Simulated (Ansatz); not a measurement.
Crystals of one structure type (zinc blende), relaxed and computed with the program Ansatz at the r²SCAN level (PAW).

```csv
crystal,a (Å),gap (eV),"highest Γ mode, no LO–TO term (cm⁻¹)",G_Hill (GPa),electron conductivity mass (mₑ),B₀ by P(V) fit (GPa)
BP,4.536,1.41,819,174,0.30,169
GaN,4.498,2.17,545,113,0.17,196
GaP,…,…,…,…,…,…
GaAs,5.665,0.97,265,47.9,0.052,72.3
InP,5.907,1.02,296,34.3,0.073,68.2
GaSb,6.133,0.42,223,34.8,0.023,52.8
```

**Question.** Some entries are withheld; supply them.

**Answer.** 
- GaP, a (Å): 5.452
- GaP, gap (eV): 1.85
- GaP, highest Γ mode, no LO–TO term (cm⁻¹): 360
- GaP, G_Hill (GPa): 57.9
- GaP, electron conductivity mass (mₑ): 0.30
- GaP, B₀ by P(V) fit (GPa): 87.6

All cells were relaxed under the symmetry of their starts (and spin orders); stability against distortions was not tested throughout. Scalar-relativistic: spin–orbit coupling is off unless named, which matters more the heavier the elements.

Potentials: the earlier of the program's two PAW sets.
